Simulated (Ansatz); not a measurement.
Input, command and steps of an Ansatz relaxation.

```yaml
crystal:
  lattice:
    - [1.9068889341, 1.1009428394, 11.2083055229]
    - [-1.9068889341, 1.1009428394, 11.2083055229]
    - [0.0, -2.2018856788, 11.2083055229]
  atoms:
    - { symbol: Ta, position: [0.0, 0.0, 0.0] }
    - { symbol: Ta, position: [0.5714, 0.5714, 0.5714] }
    - { symbol: Ta, position: [0.4286, 0.4286, 0.4286] }
    - { symbol: S, position: [0.8571, 0.8571, 0.8571] }
    - { symbol: S, position: [0.1429, 0.1429, 0.1429] }
    - { symbol: S, position: [0.7143, 0.7143, 0.7143] }
    - { symbol: S, position: [0.2857, 0.2857, 0.2857] }
basis:
  ecutwfc: 420
kpoints:
  mp_grid: { grid: [6, 6, 6] }
hamiltonian:
  xc: pbe
scf:
  occupations: { method: gaussian, width: 0.1 }
  lower_state_search: "off"
output:
  forces: true
  stress: true
  eigenvalues: true
relax:
  adjacent_minimum: "off"
  f_tol: 0.04
  max_steps: 70
  cell: { stress_tol: 0.4 }
```

```bash
ansatz run input.yaml --threads 1 --pin off --max-ram 2560MiB --backend cpu --events-out ev --progress --plain --runs-dir out
```

Computed with Ansatz 0.2.0, DFT PBE, scalar-relativistic, plane waves, PAW.

Of 10 frames 9 are shown, positions in Å and forces in eV/Å; the SCF threshold varies from step to step. Steps run on the plane waves of an earlier cell, with a Pulay correction in the pressure. The basis is chosen afresh for the last frame, the zero of the energies, and at times for earlier ones too; energy and pressure step there, also at an unchanged geometry. The end is built of layers, and without a dispersion correction their distances are poorly fixed.

```xyz
7
Lattice="1.9069 1.1009 11.2083 -1.9069 1.1009 11.2083 0.0000 -2.2019 11.2083" Properties=species:S:1:pos:R:3:forces:R:3 pbc="T T T" step=1 free_energy_over_end_meV_per_atom=587.22 pressure_GPa=-20.64
Ta    0.0000    0.0000    0.0000    0.0000    0.0000    0.0000
Ta    0.0000    0.0000   19.2133    0.0000    0.0000   -0.4346
Ta    0.0000    0.0000   14.4116    0.0000    0.0000    0.4346
S     0.0000    0.0000   28.8199    0.0000    0.0000    4.1221
S     0.0000    0.0000    4.8050    0.0000    0.0000   -4.1221
S     0.0000    0.0000   24.0183    0.0000    0.0000   -0.5993
S     0.0000    0.0000    9.6066    0.0000    0.0000    0.5993
7
Lattice="1.8341 1.0589 10.8529 -1.8341 1.0589 10.8529 0.0000 -2.1178 10.8529" Properties=species:S:1:pos:R:3:forces:R:3 pbc="T T T" step=2 free_energy_over_end_meV_per_atom=201.09 pressure_GPa=-9.54
Ta    0.0000    0.0000    0.0000    0.0000    0.0000    0.0000
Ta    0.0000    0.0000   18.6096    0.0000    0.0000    0.6446
Ta    0.0000    0.0000   13.9491    0.0000    0.0000   -0.6446
S     0.0000    0.0000   28.0948    0.0000    0.0000    1.7030
S     0.0000    0.0000    4.4639    0.0000    0.0000   -1.7030
S     0.0000    0.0000   23.2251    0.0000    0.0000   -0.8177
S     0.0000    0.0000    9.3336    0.0000    0.0000    0.8177
7
Lattice="1.7623 1.0175 10.9675 -1.7623 1.0175 10.9675 0.0000 -2.0349 10.9675" Properties=species:S:1:pos:R:3:forces:R:3 pbc="T T T" step=3 free_energy_over_end_meV_per_atom=58.74 pressure_GPa=3.81
Ta    0.0000    0.0000    0.0000    0.0000    0.0000    0.0000
Ta    0.0000    0.0000   18.9774    0.0000    0.0000    0.9723
Ta    0.0000    0.0000   13.9251    0.0000    0.0000   -0.9723
S     0.0000    0.0000   28.5821    0.0000    0.0000   -0.0512
S     0.0000    0.0000    4.3204    0.0000    0.0000    0.0512
S     0.0000    0.0000   23.3199    0.0000    0.0000    0.1824
S     0.0000    0.0000    9.5826    0.0000    0.0000   -0.1824
7
Lattice="1.7864 1.0314 11.3464 -1.7864 1.0314 11.3464 0.0000 -2.0627 11.3464" Properties=species:S:1:pos:R:3:forces:R:3 pbc="T T T" step=4 free_energy_over_end_meV_per_atom=15.08 pressure_GPa=-1.66
Ta    0.0000    0.0000    0.0000    0.0000    0.0000    0.0000
Ta    0.0000    0.0000   19.8315    0.0000    0.0000    0.0638
Ta    0.0000    0.0000   14.2075    0.0000    0.0000   -0.0638
S     0.0000    0.0000   29.7383    0.0000    0.0000    0.5389
S     0.0000    0.0000    4.3007    0.0000    0.0000   -0.5389
S     0.0000    0.0000   24.0565    0.0000    0.0000    0.1004
S     0.0000    0.0000    9.9826    0.0000    0.0000   -0.1004
7
Lattice="1.7965 1.0372 11.4152 -1.7965 1.0372 11.4152 0.0000 -2.0744 11.4152" Properties=species:S:1:pos:R:3:forces:R:3 pbc="T T T" step=5 free_energy_over_end_meV_per_atom=3.90 pressure_GPa=-0.14
Ta    0.0000    0.0000    0.0000    0.0000    0.0000    0.0000
Ta    0.0000    0.0000   20.0603    0.0000    0.0000   -0.1573
Ta    0.0000    0.0000   14.1853    0.0000    0.0000    0.1573
S     0.0000    0.0000   30.0520    0.0000    0.0000    0.3151
S     0.0000    0.0000    4.1935    0.0000    0.0000   -0.3151
S     0.0000    0.0000   24.1559    0.0000    0.0000    0.1659
S     0.0000    0.0000   10.0896    0.0000    0.0000   -0.1659
7
Lattice="1.8059 1.0426 11.5318 -1.8059 1.0426 11.5318 0.0000 -2.0853 11.5318" Properties=species:S:1:pos:R:3:forces:R:3 pbc="T T T" step=6 free_energy_over_end_meV_per_atom=1.37 pressure_GPa=0.10
Ta    0.0000    0.0000    0.0000    0.0000    0.0000    0.0000
Ta    0.0000    0.0000   20.3022    0.0000    0.0000    0.1359
Ta    0.0000    0.0000   14.2930    0.0000    0.0000   -0.1359
S     0.0000    0.0000   30.4578    0.0000    0.0000   -0.1118
S     0.0000    0.0000    4.1375    0.0000    0.0000    0.1118
S     0.0000    0.0000   24.3933    0.0000    0.0000   -0.0759
S     0.0000    0.0000   10.2020    0.0000    0.0000    0.0759
7
Lattice="1.8049 1.0420 11.5669 -1.8049 1.0420 11.5669 0.0000 -2.0841 11.5669" Properties=species:S:1:pos:R:3:forces:R:3 pbc="T T T" step=7 free_energy_over_end_meV_per_atom=0.87 pressure_GPa=0.24
Ta    0.0000    0.0000    0.0000    0.0000    0.0000    0.0000
Ta    0.0000    0.0000   20.3828    0.0000    0.0000    0.0126
Ta    0.0000    0.0000   14.3178    0.0000    0.0000   -0.0126
S     0.0000    0.0000   30.5631    0.0000    0.0000   -0.0340
S     0.0000    0.0000    4.1375    0.0000    0.0000    0.0340
S     0.0000    0.0000   24.4579    0.0000    0.0000   -0.0207
S     0.0000    0.0000   10.2426    0.0000    0.0000    0.0207
7
Lattice="1.7987 1.0385 11.7861 -1.7987 1.0385 11.7861 0.0000 -2.0769 11.7861" Properties=species:S:1:pos:R:3:forces:R:3 pbc="T T T" step=8 free_energy_over_end_meV_per_atom=0.18 pressure_GPa=0.29
Ta    0.0000    0.0000    0.0000    0.0000    0.0000    0.0000
Ta    0.0000    0.0000   20.8042    0.0000    0.0000    0.0195
Ta    0.0000    0.0000   14.5540    0.0000    0.0000   -0.0195
S     0.0000    0.0000   31.1932    0.0000    0.0000   -0.0065
S     0.0000    0.0000    4.1650    0.0000    0.0000    0.0065
S     0.0000    0.0000   24.9022    0.0000    0.0000    0.0248
S     0.0000    0.0000   10.4560    0.0000    0.0000   -0.0248
7
Lattice="1.8005 1.0395 11.8978 -1.8005 1.0395 11.8978 0.0000 -2.0790 11.8978" Properties=species:S:1:pos:R:3:forces:R:3 pbc="T T T" step=10 free_energy_over_end_meV_per_atom=0.00 pressure_GPa=0.05
Ta    0.0000    0.0000    0.0000    0.0000    0.0000    0.0000
Ta    0.0000    0.0000   21.0316    0.0000    0.0000   -0.0212
Ta    0.0000    0.0000   14.6618    0.0000    0.0000    0.0212
S     0.0000    0.0000   31.5312    0.0000    0.0000    0.0127
S     0.0000    0.0000    4.1622    0.0000    0.0000   -0.0127
S     0.0000    0.0000   25.1265    0.0000    0.0000   -0.0127
S     0.0000    0.0000   10.5668    0.0000    0.0000    0.0127
```

The start puts this composition into another compound's structure type, which needn't suit it. At the end the space group is R-3m (tolerance 0.05 Å).

The k mesh is coarse. Spin–orbit coupling is left out, which can shift energies with elements as heavy as these. Spin polarisation was left out, and a magnetic state may lie lower.